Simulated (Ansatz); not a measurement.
Method: DFT PBE, scalar-relativistic, plane waves, PAW (Ansatz). Settings: cutoff 420 eV, Γ-centred meshes spaced at most about 0.3 Å⁻¹, and about 0.25 Å⁻¹ or finer for metals (2π included), Gaussian smearing. No spin polarisation in the final relaxations.

These are static total energies at zero pressure.

Two forms of LaO2F2 were relaxed alike.

1.

```yaml
crystal:
  lattice:
    - [4.44377, 0.00000, 0.00000]
    - [-2.22189, 3.84842, 0.00000]
    - [0.00000, 0.00000, 4.68143]
  atoms:
    - { symbol: La, position: [0.00000, 0.00000, 0.50000] }
    - { symbol: O, position: [0.66667, 0.33333, 0.35560] }
    - { symbol: O, position: [0.66667, 0.33333, 0.64440] }
    - { symbol: F, position: [0.00000, 0.00000, 0.00000] }
    - { symbol: F, position: [0.33333, 0.66667, 0.50000] }
```

2.

```yaml
crystal:
  lattice:
    - [-2.21178, 2.21178, 3.44512]
    - [2.21178, -2.21178, 3.44512]
    - [2.21178, 2.21178, -3.44512]
  atoms:
    - { symbol: La, position: [0.00000, 0.00000, 0.00000] }
    - { symbol: O, position: [0.25000, 0.75000, 0.50000] }
    - { symbol: O, position: [0.75000, 0.25000, 0.50000] }
    - { symbol: F, position: [0.67332, 0.67332, 0.00000] }
    - { symbol: F, position: [0.32668, 0.32668, 0.00000] }
```

Problem. Which would you expect to be lower, and how large is the difference?

Solution. Cell 1 is lower, by 1.15 eV/atom. Cell 1 has space group P-6m2 (No. 187), 16.0 Å³/atom and no gap on its mesh; cell 2 has space group I4/mmm (No. 139), 13.5 Å³/atom and no gap. Counting F or O atoms around La (for each partner element, those within 1.25 times its shortest distance or 1.15 times the sum of covalent radii, where it is the nearest in units of that sum or under 1.3; a plus sign parts groups by distance over the sum of covalent radii), cell 1 has La 11 and cell 2 has La 2+8. Cell 1 holds O–O pairs (shortest 1.35 Å, as in superoxide); in cell 2 the shortest O–O distance is 3.13 Å. The lower one is the more open, so pressure narrows the difference. In cell 1, La has 2 F at 2.34 Å, 3 F at 2.57 Å and 6 O at 2.65 Å; around O lie 1 O at 1.35 Å, 3 F at 2.65 Å and 3 La at 2.65 Å; around F on its first site lie 2 La at 2.34 Å; 1 more site not described. In cell 2, La is surrounded by 2 F at 2.25 Å and 8 O at 2.80 Å; around O lie 4 F at 2.27 Å and 4 La at 2.80 Å; around F lie 1 La at 2.25 Å, 4 O at 2.27 Å and 1 F at 2.39 Å. Both come from invented guesses.

In P-6m2, I4/mmm an odd number of electrons in the primitive cell allows no gap without spin; a larger cell or a magnetic state could open one. A magnetic state wasn't ruled out in cells without spin, among them P-6m2, I4/mmm. Cells relaxed within their symmetry can be saddle points.
